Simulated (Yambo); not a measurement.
Yambo input for SiO$_{2}$ (space group I4/mmm, No. 139) (a = b = c = 6.8425 Å, α = β = 98.38°, γ = 135.12°), on PBEsol (pw.x of Quantum ESPRESSO, ONCV potentials, without SOC) wavefunctions on a 4×4×4 mesh:

```
optics
chi
dipoles
kernel
FFTGvecs= 40 Ry
Chimod= "HARTREE"
NGsBlkXd= 3 Ry
% QpntsRXd
 1 | 1 |
%
% BndsRnXd
 1 | 154 |
%
GrFnTpXd= "R"
% EnRngeXd
 0.0 | 20.0 | eV
%
% DmRngeXd
 0.2 | 0.2 | eV
%
CGrdSpXd= 50
ETStpsXd= 161
% LongDrXd
 1.0 | 0.0 | 0.0 |
%
% XfnQP_E
 2.849 | 1.0 | 1.0 |
%
```

First lines of the file o-*.eps_q1_inv_rpa_dyson:

```
Absorption @ Q(1):   1.00000000     0.00000000     0.00000000    [q->0 direction]
#
# [ X ] Hartree size     :  143
# [GEN] GF Energies     : Perdew, Burke & Ernzerhof SOL(X)+Perdew, Burke & Ernzerhof SOL(C)+ user defined corrections @E
# [GEN] Green`s Function     : Retarded
#
# [GEN] Gauge     : Length
# [GEN] [r,Vnl] included     : yes
#
#    E[1] [eV]     Im(eps)     Re(eps)     Im(eps_o)     Re(eps_o)
#
     0.000000     0.15627E-09     1.812885     0.66471E-18     1.917509
     0.125000     0.158087E-3     1.812935     0.183309E-3     1.917566
     0.250000     0.316323E-3     1.813083     0.366790E-3     1.917738
     0.375000     0.474857E-3     1.813330     0.550617E-3     1.918024
     0.500000     0.633841E-3     1.813676     0.734963E-3     1.918426
     0.625000     0.793425E-3     1.814121     0.920004E-3     1.918942
     0.750000     0.953763E-3     1.814667     0.001106     1.919575
     0.875000     0.001115     1.815313     0.001293     1.920324
     1.000000     0.001277     1.816060     0.001481     1.921190
     1.125000     0.001441     1.816908     0.001671     1.922174
     1.250000     0.001606     1.817860     0.001862     1.923277
     1.375000     0.001772     1.818914     0.002055     1.924500
     1.500000     0.001941     1.820074     0.002250     1.925844
     1.625000     0.002111     1.821338     0.002447     1.927310
     1.750000     0.002283     1.822710     0.002647     1.928901
     1.875000     0.002457     1.824190     0.002849     1.930617
     2.000000     0.002634     1.825780     0.003054     1.932460
     2.125000     0.002814     1.827481     0.003263     1.934432
     2.250000     0.002997     1.829295     0.003474     1.936535
     2.375000     0.003182     1.831224     0.003689     1.938772
     2.500000     0.003371     1.833270     0.003908     1.941144
     2.625000     0.003564     1.835435     0.004132     1.943654
     2.750000     0.003760     1.837721     0.004359     1.946304
     2.875000     0.003961     1.840132     0.004592     1.949099
     3.000000     0.004166     1.842669     0.004829     1.952039
     3.125000     0.004375     1.845335     0.005072     1.955130
     3.250000     0.004590     1.848134     0.005320     1.958374
     3.375000     0.004810     1.851068     0.005575     1.961775
     3.500000     0.005036     1.854141     0.005836     1.965338
     3.625000     0.005267     1.857357     0.006105     1.969065
     3.750000     0.005505     1.860720     0.006380     1.972962
     3.875000     0.005750     1.864233     0.006664     1.977034
     4.000000     0.006002     1.867901     0.006956     1.981285
```
(The file goes on to the top of the energy range.) Convergence of the RPA response with its 4×4×4 mesh was not tested. The scissor comes from a G0W0 run whose convergence isn't established.

Geometry of the Materials Project entry, not relaxed at this level.

This is not the ordinary phase of the substance; no match was found in the copy of COD used, and its stability was not checked.
